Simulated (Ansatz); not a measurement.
Structures of Li3P2: which is lowest?

Plane-wave DFT in Ansatz with scalar-relativistic PAW potentials, cutoff 420 eV, Γ-centred meshes chosen by cell and gap, Gaussian smearing with energies taken to zero width. Every cell was relaxed (cell and atoms) in a run of its own, within the symmetry of its start. Functional: PBE.

Relaxed structures (starts from databases or built by putting these elements on another compound's sites):
A. R-3m, 5 atoms in the computed cell, a = 2.850 Å, c = 31.688 Å; sites (symmetry × multiplicity) Li -3m × 3 + 3m × 6, P 3m × 6; start: built
B. P-3m1, 5 atoms in the computed cell, a = 4.207 Å, c = 5.142 Å; sites (symmetry × multiplicity) Li -3m. × 1 + 3m. × 2, P 3m. × 2; start: built
C. Cm, 5 atoms in the computed cell, a = 8.061 Å, b = 4.273 Å, c = 5.086 Å, β = 108.4°; sites (symmetry × multiplicity) Li m × 2 + m × 2 + m × 2, P m × 2 + m × 2; start: built

Problem. Rank them by energy. Could pressure change the order?

Solution.
```tsv
structure	group	E − E(lowest) (meV/atom)	V (Å³/atom)	gap on mesh (eV)
C	Cm	0.0	16.62	0.00
A	R-3m	257	14.86	0.00
B	P-3m1	281	15.76	0.00
```

C is lowest, 257 meV/atom under A. A is denser by 1.77 Å³/atom, so pressure favours it: ΔE/ΔV, with ΔE in eV and 1 eV/Å³ = 160.2 GPa, gives about 23 GPa for equal enthalpy if both cells were rigid; at such pressures compression changes ΔV much, so this is a scale only. Other structures may lie lower than all of these, and vibrations aren't counted.